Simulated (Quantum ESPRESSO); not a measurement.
Kohn-Sham bands of BaTiO₃ (P4mm)

```
BaTiO3
1.0
    3.99038     0.00000     0.00000
    0.00000     3.99038     0.00000
    0.00000     0.00000     4.10266
Ba Ti O
1 1 3
Direct
  0.50000   0.50000   0.58254
  0.00000   0.00000   0.10004
  0.00000   0.50000   0.06422
  0.50000   0.00000   0.06422
  0.00000   0.00000   0.54897
```

Cell from Materials Project (mp-5986), symmetrised, no further relaxation. COD (Crystallography Open Database) has the formula in 5 space groups, this one among them (matched by group alone). Computed values, not measurements, from PBEsol: Quantum ESPRESSO (norm-conserving PseudoDojo potentials, cutoff 68 Ry, spinors with spin-orbit coupling) on a Γ-centred 6×6×6 mesh, then Wannier90. Density: 8×8×8 mesh, cold smearing 0.01 Ry.

Q: List the Kohn-Sham levels between −8 and 4.8 eV relative to the valence-band maximum at the high-symmetry points, as a band run of pw.x on that density gives them (levels within 2 meV counted together).

A: 
```tsv
point	k (reciprocal lattice)	levels (eV)
Γ	0.000 0.000 0.000	-2.56 (×2), -2.35 (×2), -2.31 (×2), -1.50 (×2), -1.48 (×2), -1.26 (×2), -0.60 (×2), -0.44 (×2), -0.39 (×2), 1.81 (×2), 2.21 (×2), 2.24 (×2), 4.13 (×2), 4.26 (×2), 4.72 (×2)
X	0.000 0.500 0.000	-4.05 (×2), -2.86 (×2), -2.85 (×2), -2.46 (×2), -1.96 (×2), -1.93 (×2), -1.69 (×2), -1.25 (×2), -1.06 (×2), 2.32 (×2), 3.53 (×2), 3.61 (×2), 4.17 (×2)
M	0.500 0.500 0.000	-4.39 (×2), -4.11 (×2), -3.85 (×2), -2.86 (×2), -2.86 (×2), -1.91 (×2), -1.12 (×2), -0.97 (×2), -0.04 (×2), 3.64 (×2), 3.65 (×2), 4.01 (×2), 4.49 (×2)
Z	0.000 0.000 0.500	-4.03 (×2), -2.82 (×2), -2.81 (×2), -2.11 (×2), -2.00 (×2), -1.99 (×2), -1.96 (×2), -0.73 (×2), -0.69 (×2), 1.93 (×2), 3.53 (×2), 3.55 (×2), 4.12 (×2)
R	0.000 0.500 0.500	-4.31 (×2), -4.12 (×2), -3.81 (×2), -2.91 (×2), -2.66 (×2), -1.80 (×2), -1.06 (×2), -0.92 (×2), -0.31 (×2), 3.56 (×2), 3.58 (×2), 3.91 (×2)
A	0.500 0.500 0.500	-4.54 (×2), -3.83 (×2), -3.80 (×2), -2.82 (×2), -2.37 (×2), -2.33 (×2), -0.28 (×2), -0.27 (×2), 0.00 (×2), 4.15 (×2), 4.16 (×2), 4.21 (×2)
```
